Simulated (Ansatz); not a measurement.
Values for one crystal, relaxed and computed with PBE (plane waves, PAW; program Ansatz); other levels are named.

```yaml
volume_per_atom: 37.12 Å³
electronic_character: metallic (no gap)
Gap with spin–orbit coupling: none (metallic)
Bulk modulus (Birch–Murnaghan fit): 24.9 GPa
Pressure derivative B′: 2.4
Density of states at the Fermi level: 1.8 states/eV per atom (mean over ±0.08 eV)
```

**Question.** Which of these materials gives this?
A. Sc, dhcp (α-La type)
B. Ag, fcc (Cu type)
C. La, dhcp (α-La type)
D. Co, dhcp (α-La type)

**Answer.** C, La, dhcp (α-La type)

Space group P6_3/mmc (dhcp (α-La type)). Symmetry was held in the PBE relaxation. Scalar-relativistic: spin–orbit coupling is off unless named, which matters more the heavier the elements.

Potentials: the earlier of the program's two PAW sets.
